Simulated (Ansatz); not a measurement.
## Kick test of a cell of Si₅As₃

The cell was found from a proposed guess, not taken from experiment.

Level of theory: Ansatz, DFT PBE, scalar-relativistic, plane waves, PAW. Cutoff 420 eV; k points 6×6×4 on the computed 16-atom cell (Γ-centred); Gaussian smearing, width 0.02 eV; no spin polarisation.

The cell below (16 atoms, space group P-31m (No. 162)) is relaxed within its symmetry.

```xyz
16
Lattice="6.7093 0.0000 0.0000 -3.3546 5.8104 0.0000 0.0000 0.0000 9.1412" Properties=species:S:1:pos:R:3 pbc="T T T"
Si    1.1225    1.9443    4.9587
Si    2.2451    0.0000    4.1825
Si    4.4642    0.0000    4.9587
Si    2.2321    3.8661    4.1825
Si    3.3546    1.9368    1.1840
Si    3.3546    1.9368    7.9572
Si   -1.1225    1.9443    4.1825
Si   -2.2321    3.8661    4.9587
Si    0.0000    3.8736    7.9572
Si    0.0000    3.8736    1.1840
As    1.0231    1.7720    7.3602
As    2.0461    0.0000    1.7810
As    4.6631    0.0000    7.3602
As    2.3316    4.0384    1.7810
As   -1.0231    1.7720    1.7810
As   -2.3316    4.0384    7.3602
```

For the test it was strained at random (σ = 1.5 % a component), the atoms were moved at random (σ = 0.10 Å), and all was relaxed again on a coarse 3×3×2 mesh (in the run’s order of axes) with 0.10 eV smearing, with no symmetry imposed.

Q: What happens?

A: It returns, within 1 meV/atom of the unmoved cell on that mesh and with the same symmetry when read at 0.1 Å. So it is stable against the distortions that fit this cell and that this random move excites. Modes that don't fit the cell aren't tested.
